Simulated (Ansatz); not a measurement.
ZnO:
```
CELL_PARAMETERS angstrom
      3.22615     0.00000     0.00000
     -1.61307     2.79393     0.00000
      0.00000     0.00000    10.47337
ATOMIC_POSITIONS crystal
  Zn 0.00000 0.00000 0.00076
  Zn 0.00000 0.00000 0.50076
  Zn 0.66667 0.33333 0.75057
  Zn 0.33333 0.66667 0.25057
  O  0.00000 0.00000 0.81202
  O  0.00000 0.00000 0.31202
  O  0.66667 0.33333 0.56228
  O  0.33333 0.66667 0.06228
```

x, y and z are the axes in which the lattice vectors are written.

### Question
Give the proper piezoelectric stress tensor with relaxed ions from r²SCAN (plane waves, PAW; program Ansatz).

### Answer
In C/m², rows x, y, z, Voigt columns; mesh uncertainty up to 0.00.
```
 0.00   0.00   0.00   0.00   0.49   0.00
 0.00   0.00   0.00   0.49   0.00   0.00
 0.56   0.56  -1.11   0.00   0.00   0.00
```

The elastic tensor of the same run (GPa):

|  | 1 | 2 | 3 | 4 | 5 | 6 |
|---|---|---|---|---|---|---|
| 1 | 210 | 132 | 109 | 0.0 | 0.0 | 0.0 |
| 2 | 132 | 210 | 109 | 0.0 | 0.0 | 0.0 |
| 3 | 109 | 109 | 231 | 0.0 | 0.0 | 0.0 |
| 4 | 0.0 | 0.0 | 0.0 | 36.5 | 0.0 | 0.0 |
| 5 | 0.0 | 0.0 | 0.0 | 0.0 | 36.5 | 0.0 |
| 6 | 0.0 | 0.0 | 0.0 | 0.0 | 0.0 | 38.8 |

### Question
Convert to strain constants d = e·S.

### Answer
In pC/N:
```
 0.0   0.0   0.0   0.0  13.4   0.0
 0.0   0.0   0.0  13.4   0.0   0.0
 4.5   4.5  -9.0   0.0   0.0   0.0
```

Space group P6_3mc. The cell is a constructed one: a structure type filled with these elements. Its sites differ from those of the usual phase in this space group: another stacking or structure type. The r²SCAN relaxation kept the symmetry of its start; whether a distortion lowers the energy is not shown. Signs of piezoelectric constants follow the polarity of the cell as given.

Potentials: the later of the program's two PAW sets.
